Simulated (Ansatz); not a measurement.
Run times of several calculations on Si3N4

Cell: 14 atoms, space group P6_3/m, a = 7.614 Å, b = 7.614 Å, c = 2.912 Å, α = 90.00°, β = 90.00°, γ = 120.00°.

All runs are DFT with Ansatz 0.2.0 on 1 thread of Intel Xeon Platinum 8259CL CPU @ 2.50GHz (Skylake/Cascade Lake) (x86_64; 16 cores open to the job, memory cap 3.0 GiB, no GPU), a shared host.

Task: Rank the runs by wall time, shortest first.
A. relaxation of the ions, PBE, gradients read without the response of the cores, 420 eV, 4×4×9 k-points, smearing 0.02 eV
B. single point, PBE, gradients read without the response of the cores, 420 eV, 4×4×9 k-points, smearing 0.02 eV
C. single point at relaxed positions, r2SCAN, gradients read without the response of the cores, 500 eV, 4×4×9 k-points, smearing 0.02 eV

Result: B (12 s, 0.48 GiB), C (24 s, 0.87 GiB), A (48 s, 0.51 GiB).
